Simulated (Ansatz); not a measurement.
Task: Name crystals whose computed values (PBE in the plane-wave PAW code Ansatz) fall in these windows: B₀ by P(V) fit (GPa) 92 to 120; gap (eV) 1.3 to 1.6.

Result: 

```json
[
 {"crystal": "BeS, NiAs type", "B₀ by P(V) fit (GPa)": "108", "gap (eV)": "1.44"},
 {"crystal": "Ba2Ti2N3F3, P-4m2 (Pearson symbol tP10)", "B₀ by P(V) fit (GPa)": "109", "gap (eV)": "1.38"}
]
```
Others may fit too.

Typed or built starts, not in the databases checked: BeS, NiAs type; Ba2Ti2N3F3, P-4m2 (Pearson symbol tP10). Began spin-polarised and lost the moments: Ba2Ti2N3F3, P-4m2 (Pearson symbol tP10). All cells were relaxed under the symmetry of their starts (and spin orders); stability against distortions was not tested throughout. Scalar-relativistic: spin–orbit coupling is off unless named, which matters more the heavier the elements.

Potentials: the earlier of the program's two PAW sets.
